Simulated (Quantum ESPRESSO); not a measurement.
MgH2 (P4₂/mnm) under strain

```xyz
6
Lattice="4.4767 0.0000 0.0000 0.0000 4.4767 0.0000 0.0000 0.0000 2.9925" Properties=species:S:1:pos:R:3 pbc="T T T"
Mg     2.2383     2.2383     1.4963
Mg     0.0000     0.0000     0.0000
H      3.1148     3.1148     0.0000
H      1.3619     1.3619     0.0000
H      3.6002     0.8765     1.4963
H      0.8765     3.6002     1.4963
```
The cell was made here from a computed Materials Project entry: atoms relaxed in the unchanged cell (PBE without dispersion, pw.x of a modified build of Quantum ESPRESSO, symmetry kept). The parent is MgH2 in P4₂/mnm. Stability against distortions was not tested.

The last row's change in full: strained by +2 % along the unique axis and by -1 % across it, atoms relaxed (PBE, pw.x of Quantum ESPRESSO); the other rows go along the same path.

Method: shieldings by PBE GIPAW on JTH datasets (Quantum ESPRESSO), 30 Ha, k-mesh 6×6×8 shifted, f-sum rule met within 0.004 %. Values are those of the named site's first atom. Shieldings are absolute and leave out the bulk-susceptibility term; a larger σ means a smaller chemical shift. By our sweeps, such settings leave a few ppm in absolute σ. The datasets of Mg hold no d projectors, which limits absolute σ on these atoms. Static lattice: thermal averaging is not included.

Unchanged cell: σ_iso Mg (ppm) = 547.5.

Task: How do these values move along the path (axial strain (%): -2, -1, +1, +2)?

Result: 
| axial strain (%) | σ_iso Mg (ppm) |
|---|---|
| -2 | 546.0 |
| -1 | 546.8 |
| 0 | 547.5 |
| +1 | 548.2 |
| +2 | 548.9 |
